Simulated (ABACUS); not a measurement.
How large a cell needs only the zone centre: Ag (space group no. 194; from Materials Project mp-8566)

The cell holds 36 atoms: 3 × 3 × 1 repeats of the unit below.

```xyz
4
Lattice="2.9111 0.0000 0.0000 -1.4556 2.5211 0.0000 0.0000 0.0000 9.4637" Properties=species:S:1:pos:R:3 pbc="T T T"
Ag     0.0000     0.0000     0.0000
Ag     0.0000     0.0000     4.7319
Ag     0.0000     1.6808     2.3659
Ag     1.4556     0.8404     7.0978
```

All values come from this method and carry its errors: LDA (PW92), numerical atomic orbitals DZP (confined pseudo-atomic orbitals with Gaussian additions; energy shift 0.01 Ry), PseudoDojo 0.4 standard norm-conserving LDA (tails mended) pseudopotentials (ABACUS).

Settings: basis = DZP numerical atomic orbitals, energy shift 0.01 Ry; KPT = Gamma 3 3 2 0 0 0; basis_type = lcao; dft_functional = PWLDA; ecutwfc = 100 Ry; smearing_method = fd; smearing_sigma = 0.00734986 Ry; potentials = PseudoDojo 0.4 standard norm-conserving LDA (tails mended); symmetry = 1; ks_solver = genelpa; scf_nmax = 100; scf_thr = 1.0e-07; mixing_type = broyden; mixing_beta = 0.7.

The same crystal is run in cells of several sizes, at the zone centre alone and on meshes of about one spacing (all through Γ); other settings stay, and the mesh named above is that of the cell described.

Q: How does the zone-centre energy approach that of the best-sampled run as the cell grows?

A: At the zone centre alone the energy per atom lies 1206 meV from run R3 in the cell of 16 atoms and 53.7 meV in that of 64. The runs on meshes spread over 13.4 meV/atom. A supercell at Γ samples the same points as the small cell on a mesh of its repeats, so the product of atoms and mesh points roughly measures the sampling (how it is spread over the three directions matters too); run R3 has the largest product here, or one of the largest, and need not be converged itself. Rows whose repeats times mesh give the same three numbers hold the same set of points and agree by construction.

```
run    repeats  atoms  k-point mesh  atoms × mesh points  ΔF from R3 (meV/atom)  pressure (GPa)  rough cost (cheapest run = 1)
---  ---------  -----  ------------  -------------------  ---------------------  --------------  -----------------------------
R0   2 × 2 × 1     16     1 × 1 × 1                   16                 1205.9            0.13                              1
R1   2 × 2 × 1     16     4 × 4 × 2                  512                   13.4           -7.48                              1
R2   3 × 3 × 1     36     1 × 1 × 1                   36                 -118.9           -8.52                              3
R3   3 × 3 × 1     36     3 × 3 × 2                  648                    0.0           -7.73                              3
R4   4 × 4 × 1     64     1 × 1 × 1                   64                   53.7           -8.03                              4
R5   4 × 4 × 1     64     2 × 2 × 2                  512                   13.4           -7.56                              7
```

The atom-centred basis is finite, which shifts total energies, pressures and forces against plane waves. The structure comes from a collection of computed structures, made at another level of theory; the collection holds predicted forms beside known ones. The cell is neutral and was run without spin polarisation; atoms start from ideal sites unless a change or a relaxation is shown. No clean gap shows at this smearing width and mesh (spacing up to 0.33 Å⁻¹); the mesh is coarse for partly filled bands, so the values carry mesh errors.

Costs are rough ratios from one shared machine.

Small differences between rows can be mesh errors.

The atomic orbitals were generated for these runs; they are not ABACUS's published sets and were checked against plane waves on a few crystals only.

“Tails mended”: in these copies of the files the far tail of each local potential was reset to the Coulomb form.
